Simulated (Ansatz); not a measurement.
Data:

CaB6 (space group Pm-3m)

```cif
data_B6Ca
_chemical_formula_sum 'Ca1 B6'
_space_group_name_H-M_alt 'Pm-3m'
_space_group_IT_number 221
_space_group_name_Hall '-P 4 2 3'
_cell_length_a 4.13683
_cell_length_b 4.13683
_cell_length_c 4.13683
_cell_angle_alpha 90.000
_cell_angle_beta 90.000
_cell_angle_gamma 90.000
loop_
_atom_site_label
_atom_site_type_symbol
_atom_site_symmetry_multiplicity
_atom_site_Wyckoff_symbol
_atom_site_fract_x
_atom_site_fract_y
_atom_site_fract_z
_atom_site_occupancy
Ca1 Ca 1 a 0.00000 0.00000 0.00000 1
B1 B 6 f 0.20192 0.50000 0.50000 1
```

E(V) scan at fixed shape, V₀ the volume above. The atoms relax within the cell's symmetry.

Computed with r2SCAN (plane waves to 500 eV, PAW, scalar-relativistic; Ansatz, a quantum-chemistry and plane-wave program). k mesh 8×8×8 (Γ-centred), Fermi-Dirac smearing 0.05 eV. The energy includes the smearing's −TS. Stress and pressure are positive under compression. CaB6 was relaxed with its symmetry unable to fall. The zero of ΔE is the relaxed starting cell.

The scan covers V/V₀ from 0.840 to 1.160 in 9 points.

**Question.** What is ΔE at V/V₀ = 0.840?

**Answer.** 162 meV/atom.

**Question.** What pressure does the cell carry at V/V₀ = 0.840?

**Answer.** 36.7 GPa.

**Question.** What is ΔE at V/V₀ = 1.160?

**Answer.** 99 meV/atom.

(A scan under strain: stresses follow from slopes of the energy per volume, elastic moduli from its curvatures.)
